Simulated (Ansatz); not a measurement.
Here is the system:

Al (fcc, Cu type), conventional cell a = b = c = 4.040 Å, α = β = γ = 90.00°. The calculation uses the primitive cell of 1 atom, to which meshes and values per cell refer.

This relaxed cell (volume V₀) is scaled evenly in all directions, its shape held. Symmetry pins the atoms to their sites.

These are PBE (plane waves to 420 eV, PAW, scalar-relativistic; Ansatz, a first-principles code) values and carry that method's errors. k mesh 20×20×20 (Γ-centred), Fermi-Dirac smearing 0.05 eV. Energies are smeared free energies. Compression counts positive. Al was relaxed with its symmetry unable to fall. The PAW data are Ansatz's earlier set. The zero of ΔE is the relaxed starting cell.

The scan covers V/V₀ from 0.840 to 1.160 in 13 points.

What is the fitted pressure derivative B₀′?

4.7.

What bulk modulus B₀ follows from a third-order Birch-Murnaghan fit?

76.4 GPa.

(Under strain, the slope of the energy per volume gives the stress and its curvature an elastic modulus.)
